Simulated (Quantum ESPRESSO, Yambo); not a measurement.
BN (rhombohedral, space group R3m, No. 160): static response along x against the Γ-centred k mesh (Yambo on LDA (pw.x of Quantum ESPRESSO, ONCV potentials, without SOC) bands; 13 bands, 4 Ry block). The smallest direct LDA gap is 4.58 eV. Axes are Cartesian, with cell vectors (Å) (1.25, 0.72, 3.37), (-1.25, 0.72, 3.37), (0.00, -1.44, 3.37).

```tsv
k mesh	ε(0), independent particles	ε(0), RPA with local fields	rough Yambo cost
6×6×6	4.88	4.67	about 1/5
8×8×8	4.90	4.69	about 1/4
12×12×12	4.88	4.67	about 1/3
16×16×16	4.88	4.67	1
```

The last step changes the RPA value by 0.0 %. Electronic response only; costs are rough.

Geometry of the Materials Project entry, not relaxed at this level; primitive cell a = b = c = 3.669 Å, α = β = γ = 39.87°.

This is not the ordinary phase of the substance; no match was found in the copy of COD used, and its stability was not checked.

The distance between layers or molecules is the database entry's, not relaxed here. Functionals without dispersion can leave it too large, which widens gaps and weakens the response across layers: the numbers belong to this cell.
